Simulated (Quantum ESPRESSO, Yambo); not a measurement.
A free-standing WS2 monolayer (symmetry P-6m2, slab cell 16.1 Å high) under biaxial strain (in the plane), counted from the cell relaxed with PBEsol, atoms relaxed at each step. PBEsol (pw.x of Quantum ESPRESSO, ONCV potentials, no spin-orbit coupling); G0W0 in Yambo (6×6×1 Γ-centred k mesh, bands 2 to 131 and a 8 Ry block in the screening, 131 bands in G with the Bruneval-Gonze terminator, plasmon pole fitted at 27.2 eV, slab-truncated Coulomb interaction, stochastic integration of W near q = 0).

```csv
strain s (%),PBEsol direct gap at K (eV),G0W0 direct gap at K (eV)
-3,2.430,3.410
-1.5,?,?
0,1.936,2.872
+1.5,1.728,2.630
+3,1.547,2.415
+5,1.347,2.165
```

### Question
Fit a parabola in s to each column by least squares and predict the withheld row.

### Answer
PBEsol: E = 1.936 − 0.1472 s + 0.0059 s² (largest residual 1 meV), giving 2.170 eV at s = -1.5; the run gave 2.171 eV, a miss of 1 meV. G0W0: E = 2.869 − 0.1657 s + 0.0049 s² (largest residual 3 meV), giving 3.129 eV at s = -1.5; the run gave 3.131 eV, a miss of 2 meV. The GW settings are held fixed; their convergence isn't established. The screening block changes size along the series (369 vectors at -3 %, 369 vectors at -1.5 %, 381 vectors at +0 %, 383 vectors at +1.5 %, 393 vectors at +3 %, 393 vectors at +5 %), which puts steps into the G0W0 values. Spin-orbit coupling is left out, which matters for elements this heavy: edges can move by tenths of an eV.
